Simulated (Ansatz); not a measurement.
Trial structure of Si5O, not yet relaxed:

```
Si O
1.0
     2.66456    0.00000    0.00000
    -1.33228    2.30758    0.00000
     0.00000    0.00000   12.95173
Si O
5 1
Direct
  0.66667 0.33333 0.83533
  0.00000 0.00000 0.66764
  0.66667 0.33333 0.50000
  0.00000 0.00000 0.33236
  0.66667 0.33333 0.16467
  0.00000 0.00000 0.00000
```

All numbers below come from Ansatz, DFT PBE, scalar-relativistic, plane waves, PAW. Plane waves to 420 eV, a k mesh through Γ of 6×6×2 on the computed 6-atom cell and Gaussian smearing (0.10 eV); collinear spin from starting moments 0.0 0.0 0.0 0.0 0.0 1.0 μB.

The zero of energy is the elements' standard structures at the same level (O₂ as a molecule); no fitted shifts are applied.

Task: Estimate its pressure, forces and energy as it stands.

Result: The pressure is -1.1 GPa (the mean over three directions, positive in compression), the largest force is 2.08 eV/Å, and the energy is +0.63 eV/atom against the elements. The shortest distance is 2.63 Å.

Task: Is it a good guess?

Result: A rough one: relaxing gains about 0.43 eV/atom (the start's value is from the coarse mesh, so the gain is rough) in 18 ionic steps and ends at +0.20 eV/atom on the finer mesh. The symmetry stays P-6m2 (No. 187). The volume per atom shrinks by 2.9 %, from 13.3 to 12.9 Å³. The shortest distance goes from 2.63 Å (Si–O) to 2.22 Å (Si–O). Conventional cell: a = 2.733 Å, c = 11.957 Å. Around Si on a site of symmetry 3m lie 3 O at 2.22 Å and 9 Si at 2.73–2.75 Å; Si on a second site of symmetry 3m has 12 Si at 2.68–2.75 Å; O has 6 Si at 2.22 Å and 6 O at 2.73 Å; 1 more site not described.

The last run used an 18×18×4 mesh (in the run's order of axes) for its 6-atom cell and Gaussian smearing of 0.10 eV. The cell is a metal run without spin; a magnetic state may lie lower. The relaxation can't lower the symmetry of the start, and the grade says only how near the guess is to its own end. Symmetry constrained the relaxation, so the result can be a saddle point. Another cell of Si5O relaxed alike, in P-62m, lies 246 meV/atom lower, so this cell isn't the stable form at this level.
